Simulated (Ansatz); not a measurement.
Space group P4/nmm:1 (No. 129). a = 4.378 Å, b = 4.378 Å, c = 8.982 Å, α = 90.00°, β = 90.00°, γ = 90.00°
```
atom site symmetry x y z
  Sr    2c       4mm  0.0000  0.5000  0.6669
  Sn    2c       4mm  0.5000  0.0000  0.9480
   P    2c       4mm  0.0000  0.5000  0.3257
```

Equation of state of this SrSnP structure (not necessarily the ground state), with shape and atoms relaxed at each volume where symmetry leaves them free. It has no gap at any of these volumes. Level of theory: DFT r2SCAN, scalar-relativistic, plane waves, PAW (Ansatz).

Plane waves to 500 eV, a k mesh through Γ of 8×8×4 on the computed 6-atom cell and Gaussian smearing (0.10 eV); no spin polarisation.

| V (Å³/atom) | E − E(largest V) (meV/atom) | P (GPa) |
| --- | --- | --- |
| 26.975 | 3.26 | 3.21 |
| 27.836 | -9.20 | 1.48 |
| 28.697 | -13.08 | 0.01 |
| 29.558 | -9.66 | -1.25 |
| 30.419 | 0.00 | -2.31 |

Question: Fit a third-order Birch–Murnaghan equation to E(V).

Answer: V0 = 28.70 Å³/atom, B0 = 45 GPa, B0' = 4.3.

Cost: 5 runs of about 13 core-minutes in all, on Arm Neoverse V2 (shared hosts).